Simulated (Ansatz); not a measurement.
**Structure relaxation, VSi2**

The start is a relaxed VSi2 cell, doubled along one cell vector, shaken by Gaussian noise of σ = 0.08 Å a coordinate. The structure is fully relaxed (lattice and positions, P = 0) with r2SCAN (plane waves to 500 eV, PAW, scalar-relativistic; Ansatz, a first-principles code). First-step values are on the input's coarse k-mesh.

Ansatz input (later rounds restart from its end on a renewed k-mesh):
Ansatz 0.2 input:
```yaml
crystal:
  lattice:
    - [0, 3.3355889444, 3.3355889444]
    - [3.3355889444, 0, 3.3355889444]
    - [6.6711778888, 6.6711778888, 0]
  atoms:
    - { symbol: Si, position: [0.1382245109, 0.1203975638, 0.062877772] }
    - { symbol: Si, position: [0.1348502766, 0.1010149904, 0.5672260064] }
    - { symbol: Si, position: [0.1315585874, 0.0995172662, 0.3279407493] }
    - { symbol: Si, position: [0.1252146162, 0.0894136861, 0.8129034474] }
    - { symbol: Si, position: [0.1284556094, 0.6402298943, 0.0656501183] }
    - { symbol: Si, position: [0.126822763, 0.6373756058, 0.5538616918] }
    - { symbol: Si, position: [0.6075117094, 0.1262040467, 0.0687382917] }
    - { symbol: Si, position: [0.6270049465, 0.1352304269, 0.5505249422] }
    - { symbol: V, position: [0.7366643897, 0.7751194934, 0.3685327908] }
    - { symbol: V, position: [0.7695628472, 0.7545913232, 0.8667717839] }
    - { symbol: V, position: [0.4620365081, 0.5090362519, 0.2491436764] }
    - { symbol: V, position: [0.4802982618, 0.5293284098, 0.7350070148] }
basis: { ecutwfc: 500, ecutrho_ratio: 4, xc_grid: 4, fft_grid_basis: typed }
kpoints: { mp_grid: { grid: [6, 6, 3] } }
hamiltonian:
  xc: r2scan
  dispersion: none
  pseudopotentials: { kind: paw }
scf: { occupations: { method: fermi_dirac, width: 0.05 } }
relax: { f_tol: 0.01, max_steps: 100, cell: { stress_tol: 0.02 } }
output: { forces: true, stress: true }
```

* **Outcome**: The space group stays P1 (No. 1), with 12 atoms in the primitive cell
* **Energy released**: 0.54 eV/atom
* **Volume change**: +3.2 %, from 12.37 to 12.76 Å³/atom
* **Shortest distances (start → end)**: The closest pairs of elements (up to four, under 3.6 Å), start → end: Si–Si 2.16 → 2.39 Å; Si–V 2.52 → 2.41 Å; V–V 2.74 → 3.07 Å
* **Band gap at the end**: no gap (metallic)
* **Optimiser moves**: 36

Final values are on a 10×10×6 k-mesh of the relaxed cell. No spin polarisation in the result.

The relaxed structure here is a generated cell of VSi2: the first start was made by a random draw of sites in a space group, and the end was not matched to a known phase here, so it may be hypothetical.
